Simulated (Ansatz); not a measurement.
Relaxed CdS (zinc blende):

```yaml
crystal:
  lattice:
    - [0.00000, 5.92662, 5.92662]
    - [2.96331, 0.00000, 2.96331]
    - [2.96331, 2.96331, 0.00000]
  atoms:
    - { symbol: S, position: [0.37500, 0.75000, 0.75000] }
    - { symbol: S, position: [0.87500, 0.75000, 0.75000] }
    - { symbol: Cd, position: [0.00000, 0.00000, 0.00000] }
    - { symbol: Cd, position: [0.50000, 0.00000, 0.00000] }
```

These are PBE (plane waves to 420 eV, PAW, scalar-relativistic; Ansatz, a first-principles code) values and carry that method's errors. k mesh 4×8×8 (Γ-centred), Fermi-Dirac smearing 0.05 eV. CdS was relaxed with its symmetry unable to fall.

One atom of the cell was then moved (with its periodic images), all else fixed, and the forces (eV/Å) came out as:

```csv
atom,Fx,Fy,Fz
S1,-0.577,0.577,0.849
S2,0.402,-0.402,-3.007
Cd3,0.283,-0.283,1.944
Cd4,-0.108,0.108,0.214
```

Question: Which atom was moved, and by which vector (Å)?

Answer: S2, by (0.00, 0.00, 0.77), 0.77 Å in all.

(For displaced atoms, the force is minus the slope of the energy, and its curvature is a force constant, which sets phonon frequencies.)
